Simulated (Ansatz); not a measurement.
NbAs (P6/mmm), relaxed with HSE06 (Ansatz, an electronic-structure program, plane waves, PAW): a = 5.604 Å, b = 5.604 Å, c = 4.222 Å, α = 90.00°, β = 90.00°, γ = 120.00°.

```
Item                  Value
--------------------  -----
B₀ by P(V) fit (GPa)    151
```

The same phase is relaxed and computed with PBE in the same code. What are the cell and these values now?

a = b = 5.6623 Å, c = 4.2579 Å, α = β = 90.00°, γ = 120.00°.

- B₀ by P(V) fit (GPa): 136

Constructed cells (a structure type filled with these elements, in neither database checked): NbAs, P6/mmm (Nb on 3f, As on 1a, As on 2d). All cells were relaxed under the symmetry of their starts (and spin orders); stability against distortions was not tested throughout. Rows with no word on spin ran without spin polarisation. Scalar-relativistic: spin–orbit coupling is off unless named, which matters more the heavier the elements.

Potentials: the later of the program's two PAW sets.

Ansatz is a plane-wave DFT program.
